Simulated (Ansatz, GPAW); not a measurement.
Equation of state of PdGe3 under PBEsol

It takes space group Pm-3m (No. 221, cubic). Conventional cell: a = 4.142 Å, b = 4.142 Å, c = 4.142 Å, α = 90.00°, β = 90.00°, γ = 90.00°. Around Pd (site symmetry m-3m) lie 12 Ge at 2.93 Å. Around Ge (site symmetry 4/mmm) lie 4 Pd at 2.93 Å and 8 Ge at 2.93 Å.

The cell comes from a database or a generator and needn't be the stable form of this composition.

The cell was scaled at fixed shape and fractions and run with Ansatz, all-electron LAPW, scalar-relativistic; PBEsol, k mesh 7 × 7 × 7 on the cell of 4 atoms, fermi-dirac occupations of 0.05 eV, no spin polarisation, no spin-orbit coupling. Energies are those that the program minimises, any entropy of the smearing included. For a metal such a mesh isn't converged to the digits shown.

```tsv
V (Å³/atom)	energy over the lowest row (meV/atom)
16.6996	0.00
17.0549	0.18
17.4102	4.86
17.7655	13.48
18.1208	?
18.4761	40.69
18.8314	58.50
```

Problem. Fit the third-order Birch-Murnaghan form, give V0, B0 and B′, and predict the energy left open.

Solution. With y = (V0/V)^(2/3), E = E0 + (9 V0 B0/16) [(y - 1)³ B′ + (y - 1)² (6 - 4y)]. Least squares through the rows shown give V0 = 16.8615 Å³/atom, E0 = -0.51 meV, B0 = 102.8 GPa (1 eV/Å³ = 160.218 GPa) and B′ = 5.10, with a largest miss of 0.03 meV. At V = 18.1208 the form with these constants gives 25.55 meV; the run gave 25.56 meV an atom. Other set-ups at this level, from all their volumes (Å³/atom, GPa): GPAW, PAW data sets generated for this functional: V0 16.859, B0 103.9.
